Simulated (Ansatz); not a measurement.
Relaxation of a relaxed AlNi cell displaced along its unstable phonon at q = (½, ½, 0) of its primitive reciprocal cell (101i cm⁻¹), largest move 0.15 Å; 8 atoms in the cell, which starts as P2₁2₁2 (No. 18), oP8; a = b = 4.3288 Å, c = 5.2424 Å, α = β = γ = 90.00°. All values below come from r2SCAN (plane waves to 500 eV, PAW, scalar-relativistic; Ansatz, an electronic-structure program). Γ-centred k-mesh 11×11×6 on the run's cell (coarser than for final values), Fermi–Dirac smearing 0.05 eV. This is the first round of the run. 

The optimiser's lines from the output (shortened; P is positive under compression):

```
relax step   1: F+E_penalty+E_count = -25546.25660741 eV  Δ(F+E_penalty+E_count) = +0.000e0 eV  max|allowed force component| = 1.548e-1 eV/Å  Δτ_max = 0.0000 Å  P = -0.396 GPa  Ω = 98.235 Å³  (10 SCF iters, dr2 threshold 1.00e-7 eV, accepted)
relax step   2: F+E_penalty+E_count = -25546.27598838 eV  Δ(F+E_penalty+E_count) = -1.938e-2 eV  max|allowed force component| = 1.366e-1 eV/Å  Δτ_max = 0.0135 Å  P = -0.081 GPa  Ω = 98.057 Å³  (7 SCF iters, dr2 threshold 8.00e-7 eV, accepted)
relax step   3: F+E_penalty+E_count = -25546.29678238 eV  Δ(F+E_penalty+E_count) = -2.079e-2 eV  max|allowed force component| = 2.147e-1 eV/Å  Δτ_max = 0.1225 Å  P = +0.315 GPa  Ω = 97.860 Å³  (9 SCF iters, dr2 threshold 8.00e-7 eV, accepted)
relax step   4: F+E_penalty+E_count = -25546.35131006 eV  Δ(F+E_penalty+E_count) = -5.453e-2 eV  max|allowed force component| = 1.612e-1 eV/Å  Δτ_max = 0.0535 Å  P = +0.038 GPa  Ω = 97.929 Å³  (7 SCF iters, dr2 threshold 8.00e-7 eV, accepted)
relax step   5: F+E_penalty+E_count = -25546.49370894 eV  Δ(F+E_penalty+E_count) = -1.424e-1 eV  max|allowed force component| = 2.727e-2 eV/Å  Δτ_max = 0.1528 Å  P = +0.436 GPa  Ω = 97.124 Å³  (10 SCF iters, dr2 threshold 8.00e-7 eV, accepted)
relax step   6: F+E_penalty+E_count = -25546.49550172 eV  Δ(F+E_penalty+E_count) = -1.793e-3 eV  max|allowed force component| = 3.265e-3 eV/Å  Δτ_max = 0.0089 Å  P = -0.032 GPa  Ω = 97.409 Å³  (6 SCF iters, dr2 threshold 8.00e-7 eV, accepted)
relax step   7: F+E_penalty+E_count = -25546.49552196 eV  Δ(F+E_penalty+E_count) = -2.024e-5 eV  max|allowed force component| = 5.225e-4 eV/Å  Δτ_max = 0.0004 Å  P = -0.005 GPa  Ω = 97.395 Å³  (6 SCF iters, dr2 threshold 1.36e-8 eV, accepted)
relax step   8: F+E_penalty+E_count = -25546.49557162 eV  Δ(F+E_penalty+E_count) = -4.966e-5 eV  max|allowed force component| = 3.774e-4 eV/Å  Δτ_max = 0.0000 Å  P = -0.007 GPa  Ω = 97.395 Å³  stress off target by 1.90e-2 GPa  SCF on the basis re-selected at this cell (its energy is not comparable with the rows above)  (8 SCF iters)
```

From the first to the last row the energy changes by -0.03 eV/atom and the volume by -0.9 %. The last row is marked as not comparable with the walk above it, whose basis was carried along; it does compare with step 1, since both stand on a basis selected at the nominal cutoff for their own cell.

Later rounds, restarted from the end of this one on a renewed k-mesh, logged 4 more steps and released under 0.01 eV/atom more. The final structure after all rounds: Pbcm (No. 57), oP8; a = 5.018 Å, b = 4.519 Å, c = 4.295 Å, α = 90.00°, β = 90.00°, γ = 90.00°. Between re-selections the logged energies stand on a plane-wave basis carried along with the cell. No spin polarisation in the result. A magnetic state may lie lower.

The run could not lose the symmetry of its start, so the end can be a saddle point.

The relaxed structure here is a generated cell of AlNi: the first start was made by placing the elements on the sites of a structure type, and the end was not matched to a known phase here, so it may be hypothetical. Known forms of AlNi include space group No. 221.
